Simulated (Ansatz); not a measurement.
WS₂ (P6_3/mmc), relaxed with r²SCAN+D4 (Ansatz, a quantum-chemistry and plane-wave program, plane waves, PAW): a = 3.1717 Å, b = 3.1717 Å, c = 12.5517 Å, α = 90.00°, β = 90.00°, γ = 120.00°.

| Item | Result |
|---|---|
| gap (eV) | 1.18 |
| ΔH_f (eV/atom) | -0.93 |
| K_Hill (GPa) | 57.8 |
| G_Hill (GPa) | 41.3 |
| ε∞ | 10.6 |
| ε0 | 10.6 |
| highest Γ mode, no LO–TO term (cm⁻¹) | 442 |
| electron conductivity mass (mₑ) | 0.54 |
| Θ_D (K) | 293 |

Q: The same phase is relaxed and computed with LDA in the same code. What are the cell and these values now?

A: a = b = 3.127 Å, c = 12.156 Å, α = β = 90.00°, γ = 120.00°.

- gap (eV) = 0.83
- ΔH_f (eV/atom) = -0.96
- K_Hill (GPa) = 61.9
- G_Hill (GPa) = 48.0
- ε∞ = 11.6
- ε0 = 11.7
- highest Γ mode, no LO–TO term (cm⁻¹) = 441
- electron conductivity mass (mₑ) = 0.47
- Θ_D (K) = 312

Weakly bound layers, chains or molecules computed without a dispersion correction, so cells and soft constants are ill determined: WS2, P6_3/mmc (W on 2c, S on 4f) with LDA. All cells were relaxed under the symmetry of their starts (and spin orders); stability against distortions was not tested throughout. Rows with no word on spin ran without spin polarisation. Spin–orbit coupling is left out wherever it is not named.

Potentials: the later of the program's two PAW sets.

Ansatz is a plane-wave DFT program.

Formation energies count from the lowest solids of the elements computed at the same level, not from gases.
